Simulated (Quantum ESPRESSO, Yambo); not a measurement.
**Levels of theory for the gap of CsOH**

CsOH (space group Cmc2_1, No. 36): one geometry, one set of PBEsol (pw.x of Quantum ESPRESSO, ONCV potentials, without SOC) orbitals, self-energies from Yambo (4×4×2 Γ-centred k mesh, 156 bands and a 7 Ry block in the screening, 156 bands in G with the Bruneval-Gonze terminator, plasmon pole fitted at 27.2 eV).

The geometry is that of Materials Project entry mp-625136, symmetrised and not relaxed again.

```
level                                                        gap Γ → Γ (eV)                   rough Yambo cost
-----------------------------------------------------------  --------------  ---------------------------------
PBEsol (Quantum ESPRESSO)                                              3.72                                  –
exchange only (Hartree-Fock self-energy on PBEsol orbitals)           13.68              about 1/9 (12 states)
static COHSEX@PBEsol                                                   6.69  within a factor of two (2 states)
G0W0@PBEsol, plasmon pole                                              5.70                      1 (12 states)
```

Bare exchange has no screening and gives the widest gap; static COHSEX screens it but leaves out the frequency dependence, which G0W0 restores. All rows use the PBEsol edge points; in the exchange only run other k points give a smaller gap, 13.55 eV.

Costs are rough ratios of core time on shared machines.

Convergence of the G0W0 settings was not tested.

The structure is a Materials Project entry; no match was found in the copy of COD used, and its stability was not checked.
